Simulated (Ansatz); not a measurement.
BP (NiAs type, space group No. 194) at seven volumes, PBE (plane waves, PAW; program Ansatz), shape and atoms relaxed at each. One row is withheld.

```
V (Å³/atom)  P (GPa)
-----------  -------
9.403              ?
9.713          10.89
10.023          5.02
10.333          0.00
10.643         -4.28
10.953         -7.97
11.263        -11.14
```

Question: Fit the shown pressures and predict the withheld one.

Answer: P = (3/2)B₀(x^(7/2) − x^(5/2))[1 + (3/4)(B′ − 4)(x − 1)] with x = (V₀/V)^(2/3). Least squares on the six rows gives V₀ = 10.334 Å³/atom, B₀ = 155 GPa, B′ = 4.15. At V = 9.403, x = 1.0650 and P = 17.81 GPa. The run itself gave 17.65 GPa.

Space group P6_3/mmc (NiAs type). The cell is a constructed one: a structure type filled with these elements; neither database checked (COD, Materials Project) lists it. It is not the phase usual at ambient conditions (space group No. 216). The cell was relaxed with PBE under the symmetry of its start; whether a distortion lowers the energy is not shown.

Potentials: the later of the program's two PAW sets.
